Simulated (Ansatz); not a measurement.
# CaAl2Ge2: do energies and stresses tell the same story?

The calculation used DFT PBEsol, scalar-relativistic, plane waves, PAW in Ansatz 0.2.0.

Cutoff 420 eV; k points 12×12×6 on the computed 5-atom cell (Γ-centred); Gaussian smearing, width 0.10 eV; no spin polarisation.

Relaxed cell: P-3m1, a = 4.165 Å, b = 4.165 Å, c = 7.037 Å, α = 90.00°, β = 90.00°, γ = 120.00°, 5 atoms in the primitive cell.

Energies at zero smearing and pressures from the stress tensor, at volumes with shape and atoms relaxed:
| V (Å³/atom) | E − E(first) (meV/atom) | P (GPa) |
| --- | --- | --- |
| 18.602 | 0.00 | 10.11 |
| 19.236 | -33.61 | 6.96 |
| 19.870 | -55.66 | 4.26 |
| 20.504 | -67.83 | 1.96 |
| 21.139 | -71.56 | -0.01 |
| 21.773 | -68.09 | -1.69 |
| 22.407 | -58.46 | -3.13 |
| 23.252 | -37.59 | -4.70 |

Task: Check P = −dE/dV between neighbouring volumes, and get the bulk modulus from the pressures alone.

Result: With 1 eV/Å³ = 160.2 GPa:
```
middle V (Å³/atom)  −ΔE/ΔV (GPa) mean P (GPa)
            18.919         8.493         8.536
            19.553         5.570         5.611
            20.187         3.074         3.111
            20.821         0.943         0.976
            21.456        -0.876        -0.850
            22.090        -2.434        -2.411
            22.830        -3.953        -3.916
```

The two differ by 0.04 GPa at most. The mean of two end pressures misses the average over a step by about ΔV² P″/12, up to 0.04 GPa here; with that taken off 0.01 GPa remains. Around V = 21.139 Å³/atom, the two neighbours give B = −V ΔP/ΔV = 21.139 × 3.65 / 1.268 = 60.9 GPa, against B0 = 60.5 GPa from the Birch–Murnaghan fit of the energies.

Cost: 9 runs of about 10 core-minutes in all, on Arm Neoverse V2 (shared hosts).